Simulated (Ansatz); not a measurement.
## Co₃Ge₂ (P-6m2): electronic heat capacity from the density of states

Method: DFT PBEsol, scalar-relativistic, plane waves, PAW in Ansatz 0.2.0.

Plane waves to 420 eV, a k mesh through Γ of 12×12×8 on the computed 5-atom cell and Gaussian smearing (0.10 eV); collinear spin from starting moments 0.86 0.86 0.44 0 0 μB.

Relaxed cell: P-6m2, a = 3.873 Å, b = 3.873 Å, c = 4.796 Å, α = 90.00°, β = 90.00°, γ = 120.00°, 5 atoms in the primitive cell. Whether it is the stable form of this composition wasn't checked.

The density of states at the Fermi level is 3.362 states/eV in the cell of 5 atoms (1 formula unit; both spins, tetrahedra on a 18×18×12 mesh). The run ends with a moment of 1.85 μB a cell (largest on a site 0.78 μB), and the figure is for this state; a paramagnetic sample can have a quite different one. Another magnetic order, if the compound takes it, can change N(E_F) and the shape of the cell a good deal.

Problem. What Sommerfeld coefficient does this give?

Solution. Per formula unit N(E_F) = 3.362 states/eV. γ = (π²/3) k_B² N(E_F) N_A = 2.357 mJ/(mol K²) per state/eV, so γ = 7.9 mJ/(mol K²), a mole of formula units. This is the bare band result: a measured γ of the same phase and magnetic order is as a rule larger by a factor 1 + λ from phonons and spin fluctuations. N(E_F) at one energy is sensitive to the mesh where the density of states has sharp peaks.

Only this magnetic start was tried.

Cost: 1 run of about 5.4 core-minutes, on Arm Neoverse V2 (shared hosts).